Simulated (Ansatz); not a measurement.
Crystals of one structure type (zinc blende) and one family of elements, relaxed and computed with PBE in the plane-wave PAW code Ansatz.

```csv
crystal,V (Å³/atom),"highest Γ mode, no LO–TO term (cm⁻¹)"
BN,5.95,1026
BP,11.76,800
BAs,13.90,677
GaP,20.86,345
AlP,20.88,427
AlAs,23.50,?
GaAs,23.70,252
```

Q: Fit a straight line to ln ω against ln V and predict the withheld value.

A: Least squares on the 6 shown rows: ln ω = -0.96 × ln V + (8.840), with a scatter of 19 %. For AlAs this gives 333. The run itself gave 346, within the scatter.

All cells were relaxed under the symmetry of their starts (and spin orders); stability against distortions was not tested throughout. Scalar-relativistic: spin–orbit coupling is off unless named, which matters more the heavier the elements.

Potentials: the later of the program's two PAW sets.
